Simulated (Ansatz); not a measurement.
Relaxed candidate structures of GaSb:

A. Pmmm (No. 47), oP2; a = 2.939 Å, b = 3.383 Å, c = 4.881 Å, α = β = γ = 90.00°; Ga 1d (0.500, 0.000, 0.500); Sb 1f (0.500, 0.500, 0.000)

B. Pm-3m (No. 221), cP2, CsCl type; a = b = c = 3.5790 Å, α = β = γ = 90.00°; Sb 1a (0.000, 0.000, 0.000); Ga 1b (0.500, 0.500, 0.500)

C. P6₃mc (No. 186), hP4, wurtzite type; a = 4.321 Å, b = 4.321 Å, c = 7.130 Å, α = 90.00°, β = 90.00°, γ = 120.00°; Ga 2b (0.333, 0.667, 0.500); Sb 2b (0.333, 0.667, 0.126)

D. P6₃mc (No. 186), hP8, AFLOW prototype AB_hP8_186_ab_ab (B5, as in SiC); a = b = 4.328 Å, c = 14.208 Å, α = β = 90.00°, γ = 120.00°; Ga 2a (0.000, 0.000, 0.500); Ga 2b (0.333, 0.667, 0.250); Sb 2a (0.000, 0.000, 0.313); Sb 2b (0.333, 0.667, 0.062)

E. F-43m (No. 216), cF8, zinc blende type; a = b = c = 6.1322 Å, α = β = γ = 90.00°; Sb 4a (0.000, 0.000, 0.000); Ga 4d (0.750, 0.750, 0.750)

F. P4₂/mmc (No. 131), tP4; a = b = 4.0004 Å, c = 7.4481 Å, α = β = γ = 90.00°; Ga 2c (0.000, 0.500, 0.000); Sb 2e (0.000, 0.000, 0.250)

Problem. Rank these by energy per atom (lowest first), as r2SCAN (plane waves to 500 eV, PAW, scalar-relativistic; Ansatz, a first-principles code) gives it.

Solution. E (reference, the lowest among the structures calculated here), D (+0.006 eV/atom), C (+0.013 eV/atom), A (+0.43 eV/atom), B (+0.51 eV/atom), F (+0.57 eV/atom)

Problem. Which candidates are metallic at this level, and what gaps do the others have?

Solution. No gap: A, B, F. C: 0.40 eV (no spin-orbit coupling); D: 0.42 eV (no spin-orbit coupling); E: 0.41 eV (no spin-orbit coupling).

1 run with a doubtful electronic state, a coarser numerical grid, an end not at rest or a source that can't be used is left out. 1 generated cell of layers, chains or molecules, poorly bound without dispersion, is left out. Each run could gain symmetry but not lose that of its start, so entries can be saddle points. From databases, or of a type measured for this composition: F-43m, cF8, zinc blende type; the others are generated cells (placed on structure types, drawn at random, substituted or restacked) that were not matched to a known phase here. Static energies at zero pressure. The runs use different k-meshes, so differences are rounded accordingly. No spin polarisation in the result. Without spin-orbit coupling the bands of the heavy element are not split, so the gap can be far off.
